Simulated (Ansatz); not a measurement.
AlN:
Space group P4₂/mnm (No. 136); a = b = 5.330 Å, c = 3.122 Å, α = β = γ = 90.00°

```tsv
atom	site	symmetry	x	y	z
Al	4g	m.2m	0.1770	0.1770	0.5000
N	4f	m.2m	0.3154	0.3154	0.0000
```

Relaxed with PBE.

Question: Which orbitals make up the states near the band edges in PBE (plane waves, PAW; program Ansatz)?

Answer: Top 1 eV of the valence band: N 2p 91 %, Al 3p 6 %. Bottom 1 eV of the conduction band: N 2s 34 %, Al 3s 28 %, Al 3p 21 %, N 2p 11 %, outside the projected shells 7 %. Projections are on Löwdin-orthogonalised atomic valence shells; empty p or d shells of many metals are not among them.

Question: Tabulate the density of states.

Answer: States/eV per cell of 8 atoms, in 0.25 eV bins, energy from the valence-band maximum.

```csv
E (eV),total,N 2p,Al 3p,Al 3s
-7.86,0.00,0.00,0.00,0.00
-7.61,0.00,0.00,0.00,0.00
-7.36,0.00,0.00,0.00,0.00
-7.11,0.00,0.00,0.00,0.00
-6.86,0.00,0.00,0.00,0.00
-6.61,0.00,0.00,0.00,0.00
-6.36,0.00,0.00,0.00,0.00
-6.11,0.00,0.00,0.00,0.00
-5.86,0.25,0.16,0.03,0.05
-5.61,1.28,0.80,0.20,0.24
-5.36,2.47,1.55,0.44,0.40
-5.11,4.10,2.58,0.82,0.57
-4.86,4.06,2.66,0.58,0.69
-4.61,3.88,2.54,0.59,0.60
-4.36,4.13,2.76,0.53,0.65
-4.11,3.97,2.60,0.63,0.50
-3.86,2.89,1.91,0.48,0.30
-3.61,2.92,1.98,0.51,0.25
-3.36,3.22,2.23,0.58,0.24
-3.11,3.43,2.43,0.62,0.23
-2.86,3.13,2.27,0.56,0.18
-2.61,3.20,2.37,0.58,0.15
-2.36,3.41,2.58,0.58,0.13
-2.11,5.01,3.89,0.81,0.18
-1.86,6.80,5.44,1.03,0.20
-1.61,5.10,4.19,0.65,0.15
-1.36,6.37,5.37,0.74,0.13
-1.11,6.59,5.68,0.69,0.08
-0.86,8.73,7.77,0.71,0.08
-0.61,7.16,6.55,0.40,0.05
-0.36,2.96,2.77,0.10,0.01
-0.11,0.93,0.89,0.02,0.00
0.14,0.00,0.00,0.00,0.00
0.39,0.00,0.00,0.00,0.00
0.64,0.00,0.00,0.00,0.00
0.89,0.00,0.00,0.00,0.00
1.14,0.00,0.00,0.00,0.00
1.39,0.00,0.00,0.00,0.00
1.64,0.00,0.00,0.00,0.00
1.89,0.00,0.00,0.00,0.00
2.14,0.00,0.00,0.00,0.00
2.39,0.00,0.00,0.00,0.00
2.64,0.00,0.00,0.00,0.00
2.89,0.00,0.00,0.00,0.00
3.14,0.00,0.00,0.00,0.00
3.39,0.00,0.00,0.00,0.00
3.64,0.00,0.00,0.00,0.00
3.89,0.02,0.00,0.00,0.01
4.14,0.10,0.01,0.01,0.03
4.39,0.15,0.02,0.03,0.04
4.64,0.24,0.03,0.06,0.05
4.89,0.35,0.05,0.11,0.06
5.14,0.63,0.07,0.26,0.08
5.39,1.31,0.12,0.66,0.13
5.64,2.03,0.19,1.02,0.21
5.89,3.57,0.35,1.74,0.37
6.14,4.17,0.42,2.11,0.34
6.39,4.78,0.52,2.42,0.38
6.64,4.42,0.57,2.25,0.28
6.89,4.03,0.59,2.03,0.22
7.14,3.16,0.49,1.55,0.20
7.39,2.36,0.39,1.16,0.15
7.64,2.53,0.43,1.26,0.16
7.89,2.28,0.38,1.13,0.18
8.14,2.41,0.34,1.18,0.26
8.39,2.25,0.29,0.99,0.38
```

Space group P4_2/mnm. The start of the workflow was typed in or built on a structure type; neither database checked (COD, Materials Project) lists it. It is not the phase usual at ambient conditions (space group No. 186, 216). Symmetry was held in the PBE relaxation; its stability against distortions is not shown here.

Potentials: the later of the program's two PAW sets.
